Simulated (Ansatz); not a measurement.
Ansatz (a first-principles code) input:

Ansatz 0.2 input:
```yaml
crystal:
  lattice:
    - [1.9149233787, 1.1055815282, 6.3571389193]
    - [-1.9149233787, 1.1055815282, 6.3571389193]
    - [0.0, -2.2111630563, 6.3571389193]
  atoms:
    - { symbol: Ga, position: [0.4357897862, 0.4357897862, 0.4357897862] }
    - { symbol: Ga, position: [0.5642102138, 0.5642102138, 0.5642102138] }
    - { symbol: P, position: [0.0578088474, 0.0578088474, 0.0578088474] }
    - { symbol: P, position: [0.9421911526, 0.9421911526, 0.9421911526] }
kpoints:
  mp_grid: { grid: [6, 6, 6] }
hamiltonian:
  xc: hse06
  pseudopotentials: { kind: paw }
scf:
  n_extra_bands: 6
  occupations: { method: fixed }
output:
  eigenvalues: true
  eigenstates:
    e_range: [-9.0, 9.0]
    kpoints:
      - [0.0, 0.0, 0.0]  # VBM
      - [0.0, 0.5, 0.5]  # CBM
      - [0.0, 0.0, 0.0]  # GAMMA
      - [0.5, 0.5, 0.5]  # T
      - [0.5, 0.0, 0.0]  # L
      - [0.5, 0.0, 0.5]  # F
      - [0.3434151057, -0.3434151057, 0.0]  # S_0
      - [0.6565848943, 0.0, 0.3434151057]  # S_2
      - [0.5, -0.1868302115, 0.1868302115]  # H_0
      - [0.8131697885, 0.1868302115, 0.5]  # H_2
```

Output (shortened):

```
basis.fft_grid_basis auto: the FFT boxes are laid along the combinations [[1, 0, -1], [0, 1, -1], [0, 0, 1]] of the cell's own vectors, 3.830, 3.830 and 6.731 …
Pseudopotential: Ga, paw, valence charge 13
Pseudopotential: P, paw, valence charge 5
Functional definition: HSE06
davidson cushion auto → on  (no smearing: the cushion is to keep the highest requested band from converging to the state above it …
Crystal: 4 atoms, lattice volume = 80.752 Å³
Basis set: ecut = 420 eV, 1563 PW (Γ), FFT grids on a1−a3, a2−a3, a3
Bands: 24, of which v1, the nominal top of the filled ones, is band 18 counted from 1 (17 counted from 0)
Symmetry: 12 space group operations
Space group: R-3m (ITA 166), of the structure as read, at distance tolerance 4.3e-5 Å
k-points: 32 of 216
SCF iter   1: F=—  HF=-9078.550765 eV  |F-HF|=—  |Δ(HF+E_count)|=         —  Δρ=2.68e-3  dr2=2.00e-2  ethr=1.77e-3  ⟨swp⟩=7.7  Hψ=3540  notcnv=0
preconditioner: auto → none
SCF iter   2: F=—  HF=-9078.549881 eV  |F-HF|=—  |Δ(HF+E_count)|=   8.85e-4  Δρ=1.88e-3  dr2=1.44e-2  ethr=5.56e-5  ⟨swp⟩=4.3  Hψ=2227  notcnv=0  defer=1
iter 3 solved again at ethr=3.44e-7 eV; its pass at ethr=3.99e-5 eV (dr2=1.24e-4 eV) is discarded
SCF iter   3: F=—  HF=-9078.546482 eV  |F-HF|=—  |Δ(HF+E_count)|=   3.40e-3  Δρ=4.45e-4  dr2=1.24e-4  ethr=3.44e-7  ⟨swp⟩=4.0  Hψ=4629  notcnv=0
SCF iter   4: F=-9078.546639 eV  HF=-9078.546609 eV  |F-HF|=3.08e-5  |Δ(HF+E_count)|=   1.27e-4  Δρ=1.64e-4  dr2=1.21e-5  ethr=3.44e-7  ⟨swp⟩=3.2  Hψ=2114  notcnv=0
SCF 1 stopped early in 4 iterations: F = -9078.546639 eV  dr2 = 1.21e-5
Crystal: 4 atoms, lattice volume = 80.752 Å³
Exchange kernel: α = 0.2500, screened, ω = 0.2079 Å⁻¹, Wigner–Seitz truncation, v(0) = 1046.6496 eV·Å³, q-mesh 6×6×6, nearest image of the exchange supercell L …
Frozen-core exchange: fock
SCF iter   1: F=—  HF=-9080.609433 eV  |F-HF|=—  |Δ(HF+E_count)|=         —  Δρ=1.29e-2  dr2=5.84e-2  ethr=3.35e-7  ⟨swp⟩=7.8  Hψ=4597  notcnv=0
preconditioner: auto → none
SCF iter   2: F=—  HF=-9080.580499 eV  |F-HF|=—  |Δ(HF+E_count)|=   2.89e-2  Δρ=2.45e-3  dr2=6.18e-3  ethr=3.35e-7  ⟨swp⟩=5.4  Hψ=3780  notcnv=0
SCF iter   3: F=—  HF=-9080.593325 eV  |F-HF|=—  |Δ(HF+E_count)|=   1.28e-2  Δρ=3.18e-3  dr2=3.09e-3  ethr=3.35e-7  ⟨swp⟩=4.9  Hψ=3301  notcnv=0
SCF iter   4: F=—  HF=-9080.593033 eV  |F-HF|=—  |Δ(HF+E_count)|=   2.92e-4  Δρ=1.23e-3  dr2=5.92e-4  ethr=3.35e-7  ⟨swp⟩=4.0  Hψ=2951  notcnv=0
SCF iter   5: F=—  HF=-9080.593091 eV  |F-HF|=—  |Δ(HF+E_count)|=   5.87e-5  Δρ=1.84e-4  dr2=1.77e-4  ethr=3.35e-7  ⟨swp⟩=3.5  Hψ=2061  notcnv=0
SCF iter   6: F=—  HF=-9080.593564 eV  |F-HF|=—  |Δ(HF+E_count)|=   4.73e-4  Δρ=2.56e-4  dr2=4.84e-5  ethr=3.35e-7  ⟨swp⟩=3.9  Hψ=2522  notcnv=0
SCF iter   7: F=-9080.593540 eV  HF=-9080.593540 eV  |F-HF|=3.02e-7  |Δ(HF+E_count)|=   2.41e-5  Δρ=2.58e-5  dr2=1.79e-6  ethr=1.31e-7  ⟨swp⟩=3.0  Hψ=2252  notcnv=0
SCF 2 stopped early in 7 iterations: F = -9080.593540 eV  dr2 = 1.79e-6
hybrid outer 1: dexx = +1.671e-2 eV, tail = 4.83e-5 eV
Crystal: 4 atoms, lattice volume = 80.752 Å³
Exchange kernel: α = 0.2500, screened, ω = 0.2079 Å⁻¹, Wigner–Seitz truncation, v(0) = 1046.6496 eV·Å³, q-mesh 6×6×6, nearest image of the exchange supercell L …
Frozen-core exchange: fock
SCF iter   1: F=—  HF=-9080.593341 eV  |F-HF|=—  |Δ(HF+E_count)|=         —  Δρ=4.68e-5  dr2=3.16e-6  ethr=6.71e-7  ⟨swp⟩=3.1  Hψ=1855  notcnv=0
preconditioner: auto → none
iter 2 solved again at ethr=2.61e-10 eV; its pass at ethr=6.61e-9 eV (dr2=9.39e-8 eV) is discarded
SCF iter   2: F=—  HF=-9080.593341 eV  |F-HF|=—  |Δ(HF+E_count)|=   3.49e-8  Δρ=1.39e-5  dr2=2.77e-7  ethr=2.61e-10  ⟨swp⟩=2.3  Hψ=4416  notcnv=0
SCF iter   3: F=-9080.593342 eV  HF=-9080.593342 eV  |F-HF|=3.48e-8  |Δ(HF+E_count)|=   1.09e-6  Δρ=7.59e-6  dr2=6.23e-8  ethr=2.61e-10  ⟨swp⟩=4.8  Hψ=2768  notcnv=0  defer=3
SCF 3 converged in 3 iterations: F = -9080.593342 eV  dr2 = 6.23e-8
hybrid outer 2: dexx = +1.275e-6 eV, tail = 1.92e-7 eV, Δε = 3.52e-3 eV (about 2.65e-4 eV left of the loop's levels)
NSCF: frozen V_eff on 10 k-points
hybrid SCF converged: 2 outer / 10 inner (+4 warm-up), last move |dexx| = 1.28e-6 eV, tail = 1.92e-7 eV
Stability not checked (fock_operator)
Free energy (F): -9080.593342 eV
Frozen-core exchange: fock
Harris-Foulkes:  -9080.593342 eV  (|F-HF|=3.48e-8)
Internal energy: -9080.593342 eV  (E = F + TS)
E sigma→0 (E₀):  -9080.593342 eV
Fermi energy:    7.038515 eV
--- Per-component energies (eV) ---
  E_band       = -185.954352
  E_kinetic    = 371.608761
  E_local      = -4478.768252  (includes V_loc(G=0)·N_el)
  E_nonlocal   = 917.372055
  E_hartree    = 2082.044766
  E_xc         = -211.894279
  E_vxc        = -192.372112  (∫ρ·V_xc dr)
  E_exx        = -112.439953  (= α·E_x^exact, valence–valence)
  E_paw        = -5057.339556  (= ΣΔE_a)
  E_vpaw       = -743.000460  (= ΣTr[D̂ρ^β])
  E_aug_tail   = -0.000219  (compensation charges beyond the density's cutoff)
  E_ewald      = -2591.249854
  E_core_change = 0.073188  (= ΣΔE_core)
  E_smearing   =  0.000000  (= −TS)
  E_closure    =  0.000000  (closes the sum)
  Σ components = -9080.593342   (vs F -9080.593342, Δ=0.00e0)
  [band-id]    e_kinetic+e_local+e_nonlocal+2·e_hartree+e_vxc+2·e_exx+e_vpaw+e_augmentation_tail = -185.950599   (vs E_band -185.954352, Δ=3.75e-3)
--- Band table (eV; the first three rows and the last of 32) ---
  k-point 0: bands = ["-10.3156", "-10.1868", "-10.1868", "-10.1702", "-10.1702", "-10.1084", "-10.1084", "-9.9709", "-9.9709", "-9.9434", "-7.7013", "-4.6823", "-0.9741", "5.0673", "5.0673", "6.8516", "7.0385", "7.0385", "9.0745", "9.8088", "10.7112", …
  k-point 1: bands = ["-10.3097", "-10.2107", "-10.1837", "-10.1827", "-10.1587", "-10.1128", "-10.1018", "-9.9794", "-9.9725", "-9.9228", "-7.3953", "-4.3928", "-0.7605", "3.4465", "4.6983", "4.9457", "6.3405", "6.3665", "10.2288", "10.4217", "10.7191", …
  k-point 2: bands = ["-10.2989", "-10.2547", "-10.2028", "-10.1797", "-10.1358", "-10.1226", "-10.0857", "-9.9896", "-9.9757", "-9.8909", "-6.6316", "-3.6426", "-0.6710", "1.9249", "2.2579", "4.1111", "5.0679", "5.4286", "9.6720", "10.4783", "11.3649", …
  k-point 31: bands = ["-10.3150", "-10.1846", "-10.1846", "-10.1727", "-10.1727", "-10.1096", "-10.1096", "-9.9694", "-9.9694", "-9.9481", "-7.4386", "-5.5285", "1.4815", "2.9985", "5.1767", "5.1767", "6.7616", "6.7616", "9.1121", "10.4742", "11.7882", …
```

Cost: around 9 core-minutes (rough) on shared cores.

The points marked VBM and CBM come from a semilocal run.

The workflow started from a Materials Project entry (that database holds measured and hypothetical structures alike); the Crystallography Open Database copy checked does not list it. It is not the phase usual at ambient conditions (space group No. 216). Symmetry was held in the PBEsol relaxation; its stability against distortions is not shown here. Spin–orbit coupling is left out wherever it is not named.

Potentials: the later of the program's two PAW sets.

Ansatz is a plane-wave DFT program.
